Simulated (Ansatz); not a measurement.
The end of the path is a generated cell of AlPt: the first start was made by a random draw of sites in a space group, and the end was not matched to a known phase here, so it may be hypothetical.

A geometry of AlPt away from equilibrium: step 12 of the relaxation of a randomly generated symmetric cell of AlPt (space group No. 191). Method: PBEsol (plane waves to 420 eV, PAW, scalar-relativistic; Ansatz, an electronic-structure program). Γ-centred k-mesh 12×12×5 on the run's cell (coarser than for final values), Fermi–Dirac smearing 0.05 eV.

```xyz
4
Lattice="3.9669 0.0000 0.0000 -1.9835 3.4355 0.0000 0.0000 0.0000 5.2051" Properties=species:S:1:pos:R:3:forces:R:3 pbc="T T T" free_energy=-25816.331 pressure_GPa=8.0
Al     0.0000     2.2903     2.6026    0.0000    0.0000    0.0000
Al     1.9835     1.1452     2.6026    0.0000    0.0000    0.0000
Pt     0.0000     0.0000     1.2596    0.0000    0.0000   -0.0267
Pt     0.0000     0.0000     3.9455    0.0000    0.0000    0.0267
```

Positions in Å, forces in eV/Å, free energy of the cell in eV (comparable only within this code, potentials and settings). Largest force: 0.03 eV/Å, on Pt3, Pt4 (atoms numbered as listed); the geometry lies 0.05 eV/atom above the end of its relaxation.

No spin polarisation in the result.

The run could not lose the symmetry of its start: the end is stationary, and may be a saddle point rather than a minimum.
